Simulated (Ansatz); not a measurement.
## Ga₃Sb: computed properties

All numbers below come from Ansatz, DFT PBEsol+D3(BJ), scalar-relativistic, plane waves, PAW.

Cutoff 420 eV; k points 14×14×14 on the computed 4-atom cell (Γ-centred); Gaussian smearing, width 0.10 eV; no spin polarisation.

The structure is relaxed at this level of theory with its symmetry kept. Whether it is the stable form of this composition wasn't checked.

The structure is tetragonal, space group I4/mmm (No. 139). Conventional cell: a = 4.186 Å, b = 4.186 Å, c = 8.949 Å, α = 90.00°, β = 90.00°, γ = 90.00°. Around Ga (site symmetry -4m2) lie 8 Ga at 2.96 to 3.06 Å and 4 Sb at 3.06 Å. Ga (site symmetry 4/mmm) is surrounded by 4 Sb at 2.96 Å and 8 Ga at 3.06 Å. Around Sb (site symmetry 4/mmm) lie 12 Ga at 2.96 to 3.06 Å.

```
Volume per atom                                   : 19.60 Å³
Kohn–Sham band gap                                : none (metal)
Density of states at the Fermi level              : 1.98 states/eV per cell
Löwdin character within 0.5 eV of the Fermi level : Ga 4p 44 %, Sb 5p 26 %, Ga 4s 22 %
Bader charges (e)                                 : Ga (2 in the cell) 0.06, Ga (1 in the cell) 0.07, Sb (1 in the cell) -0.20
```

Spin-orbit coupling is left out, which matters for the bands of heavy elements.

Cost: 9 runs of about 8.8 core-minutes in all, on Intel Xeon 6975P-C (Granite Rapids) (shared hosts).